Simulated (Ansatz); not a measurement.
W:
```
CELL_PARAMETERS angstrom
      0.00000     3.67401     3.67401
      3.67401     0.00000     3.67401
      3.67401     3.67401     0.00000
ATOMIC_POSITIONS crystal
  W  0.75000 0.75000 0.75000
  W  0.50000 0.50000 0.50000
  W  0.12500 0.62500 0.12500
  W  0.12500 0.12500 0.12500
  W  0.62500 0.12500 0.12500
  W  0.12500 0.12500 0.62500
```

Relaxed with r²SCAN. Special points in fractions of this cell's reciprocal vectors: Γ (0.000, 0.000, 0.000); X (0.500, 0.000, 0.500); U (0.625, 0.250, 0.625); K (0.375, 0.375, 0.750); L (0.500, 0.500, 0.500); W (0.500, 0.250, 0.750).

Problem. List the band energies nearest the Fermi level at these points for DFT-r²SCAN in the program Ansatz with PAW potentials.

Solution. In eV from the Fermi level; about four levels below and three above (degenerate sets whole), none deeper than 8.9 eV; points with the same levels are listed once.

| k | below | above |
|---|---|---|
| Γ | -1.29 -1.29 -1.29 -0.03 -0.03 -0.03 | 0.65 0.65 2.29 |
| X | -1.95 -1.95 -0.77 -0.77 | 0.48 0.48 1.89 1.89 |
| U | -1.96 -1.83 -1.08 -0.14 | 0.13 0.49 1.09 |
| L | -1.80 -1.80 -1.45 -0.12 -0.12 | 0.54 0.70 0.70 |
| W | -1.83 -1.83 -1.00 -1.00 | 0.64 0.64 1.54 1.54 |

Space group Fd-3m. The start of the workflow was typed in or built on a structure type; neither database checked (COD, Materials Project) lists it. It is not the phase usual at ambient conditions (space group No. 229). The cell was relaxed with r²SCAN under the symmetry of its start; its stability against distortions is not shown here. No spin polarisation was allowed. Scalar-relativistic: spin–orbit coupling is off unless named, which matters more the heavier the elements.

Potentials: the later of the program's two PAW sets.
